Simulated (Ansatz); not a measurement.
YTl: stiffness from a series of strains

```
CELL_PARAMETERS angstrom
3.75100 0.00000 0.00000
0.00000 3.75100 0.00000
0.00000 0.00000 3.75100
ATOMIC_POSITIONS crystal
Y 0.50000 0.50000 0.50000
Tl 0.00000 0.00000 0.00000
```

Atoms are numbered in the order listed.

The geometry is COD entry 1527195, unchecked; take it as a test cell.

No spin–orbit coupling, which matters for the heavy atoms here.

Computed with Ansatz 0.2.0, DFT, LDA, all-electron LAPW, scalar-relativistic.

The runs use a Γ-centred 11×11×11 k mesh, Fermi–Dirac smearing of 0.08 eV, basis error target 0.25 meV/atom, no spin polarisation.

The strain is applied along the Cartesian axes of the cell as listed (γ is the engineering shear, twice εxy = εyz = εzx). Fractional coordinates are held (clamped ions).

σ is the change of stress from the unstrained cell, which is at -2.99 GPa; tension is positive, so slopes are stress–strain coefficients at that pressure. In a metal the k mesh adds noise.

Only quantities that a quadratic follows smoothly over the whole series are listed; rougher ones are left out.

```csv
γ,σxy (GPa)
-0.0200,-0.77
-0.0100,-0.36
0.0000,0.00
0.0200,0.55
```

**Question.** Fit the series and read off the stiffness at zero strain.

**Answer.** Least-squares fits y = p0 + p1 x + p2 x² to the rows give σxy (GPa): p1 = 33, p2 = -270. So C44 (clamped ions) = 33 GPa.

**Question.** One run, at γ = 0.0100, is withheld. Predict its row.

**Answer.** The fits give 0.30; the run gave 0.30.
